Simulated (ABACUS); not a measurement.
Worked example: self-consistent single point of Ta2O5 (P1, 7 atoms in the cell; from Materials Project mp-1218141, changed as shown) in ABACUS.

Level of theory: LDA (PW92), PseudoDojo 0.4 standard norm-conserving LDA (tails mended) pseudopotentials (plane waves; ABACUS 3.10.1).

The change in words: atom 7 moved by +0.08 angstrom along z. Reference geometry (P1):
```xyz
7
Lattice="3.4008 0.0000 0.0000 -0.0081 3.8603 0.0000 -0.6999 -0.1083 8.1817" Properties=species:S:1:pos:R:3 pbc="T T T"
Ta     2.3994    -0.0731     8.0193
Ta     1.3541     3.7874     4.4039
O      2.6993     1.8519     7.8391
O      1.2915     1.8456     4.4828
O      1.5357     0.0221     0.8299
O      3.0336     3.7604     3.5191
O      1.4318    -0.0825     6.3326
```

Reference input (self-consistent single point, DFT, LDA (PW92), plane waves, PseudoDojo 0.4 standard norm-conserving LDA (tails mended) pseudopotentials): KPT = Gamma 3 3 2 0 0 0; basis_type = pw; dft_functional = PWLDA; ecutwfc = 84 Ry; smearing_method = fixed; potentials = PseudoDojo 0.4 standard norm-conserving LDA (tails mended); symmetry = 1; symmetry_prec = 1e-05; ks_solver = cg; scf_nmax = 100; scf_thr = 1.0e-09 Ry; mixing_type = broyden. This run's input differs from it in these lines:

```diff
@@ -47,3 +47,3 @@
    0.9828900000    0.9861900000    0.4301200000
-   0.5802900000    0.0003400000    0.7739900000
+   0.5823030000    0.0006140000    0.7837680000
 # file: KPT
```

Log, with long lists cut:

```
 SELF-CONSISTENT
 -------------------------------------------
                                 init_chg = atomic

 PW ALGORITHM --------------- ION=   1  ELEC=   1--------------------------------

 Density error is 3.08742937019
                          Error Threshold = 0.01
 E_KohnSham     -424.6901678509      -5778.2061673489
 E_Fermi        0.1550436946         2.1094776856

 PW ALGORITHM --------------- ION=   1  ELEC=   2--------------------------------

 Density error is 12.5689013485
                          Error Threshold = 0.00551326673247
 E_KohnSham     -423.8336729054      -5766.5529557822
   [... lines left out ...]

 Density error is 2.16395762528e-09
                          Error Threshold = 4.54059218357e-12
 E_KohnSham     -426.3201112705      -5800.3826852722
 E_Fermi        0.3882483718         5.2823900956

 PW ALGORITHM --------------- ION=   1  ELEC=  17--------------------------------

 Density error is 6.25885960386e-10
                          Error Threshold = 3.86421004514e-12
 E_KohnSham     -426.3201112701      -5800.3826852680
 E_KS(sigma->0) -426.3201112701      -5800.3826852680
 E_entropy(-TS) 0.0000000000         0.0000000000
 E_Fermi        0.3882471598         5.2823736049
 charge density convergence is achieved
 final etot is -5800.3826853 eV
 EFERMI = 5.2823736049 eV

 STATE ENERGY(eV) AND OCCUPATIONS    NSPIN == 1
   [... 35 lines left out ...]

 TOTAL-FORCE (eV/Angstrom)
                       Ta1         0.0248992870        -0.0296988758         1.1204610570
                       Ta2         0.2271702745        -0.0107921081         1.3398046500
                        O1        -0.1483212175        -0.0297305644         0.2021309383
                        O2        -0.0898766767        -0.0577690147         0.1805451861
                        O3         0.2336348195         0.0545565622        -0.6186492211
                        O4        -0.0281989579         0.0719429202         0.8120503650
                        O5        -0.2193075287         0.0014910806        -3.0363429754

 TOTAL-STRESS (KBAR)
      -112.6879351469         0.8095012874         9.8067466348
         0.8095012874      -134.2723315189        -0.1678461022
         9.8067466348        -0.1678461022       -94.3292266058
 TOTAL-PRESSURE: -113.763164 KBAR

 --------------------------------------------
 !FINAL_ETOT_IS -5800.3826852680012962 eV
 --------------------------------------------
```

The run converged in 17 iterations. Against the reference run the free energy rises by 19.0 meV/atom, the pressure goes from -11.58 to -11.38 GPa and the largest force goes from 0.946 to 3.044 eV/Å.

Spin-orbit coupling is left out, which matters for bands and gaps with elements this heavy. Forces above 1 eV/Å remain at this geometry. The structure comes from a collection of computed structures, made at another level of theory; the collection holds predicted forms beside known ones.

Cost on one core: around 3 core-minutes (rough).

“Tails mended”: in these copies of the files the far tail of each local potential was reset to the Coulomb form.
